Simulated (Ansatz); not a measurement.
GaNi:
```xyz
2
Lattice="2.8729 0.0000 0.0000 0.0000 2.8729 0.0000 0.0000 0.0000 2.8729" Properties=species:S:1:pos:R:3 pbc="T T T"
Ga     0.0000     0.0000     0.0000
Ni     1.4365     1.4365     1.4365
```

Relaxed with PBEsol. Special points in fractions of this cell's reciprocal vectors: Γ (0.000, 0.000, 0.000); X (0.000, 0.500, 0.000); M (0.500, 0.500, 0.000); R (0.500, 0.500, 0.500).

**Question.** List the band energies nearest the Fermi level at these points for PBEsol with spin–orbit coupling (plane waves, PAW; program Ansatz).

**Answer.** In eV from the Fermi level; about four levels below and three above (degenerate sets whole), none deeper than 8.9 eV; points with the same levels are listed once.

```json
[
 {"k": "Γ", "below": "-1.56 -1.56 -1.56 -1.56 -1.42 -1.42", "above": "4.65 4.65 4.97 4.97 4.97 4.97"},
 {"k": "X", "below": "-1.50 -1.50 -0.70 -0.70", "above": "10.09 10.09 10.34 10.34"},
 {"k": "M", "below": "-1.89 -1.89 -1.04 -1.04", "above": "1.46 1.46 2.26 2.26"},
 {"k": "R", "below": "-1.01 -1.01 -1.01 -1.01", "above": "0.52 0.52 3.29 3.29"}
]
```

Space group Pm-3m (CsCl type). The workflow started from a Materials Project entry (that database holds measured and hypothetical structures alike); the Crystallography Open Database files this formula in space group No. 221, but the cells were not matched. Whether it is the stable phase at ambient conditions was not checked. Symmetry was held in the PBEsol relaxation; of distortions, only those at the zone centre were tested. The run is not spin-polarised.

Potentials: the later of the program's two PAW sets.
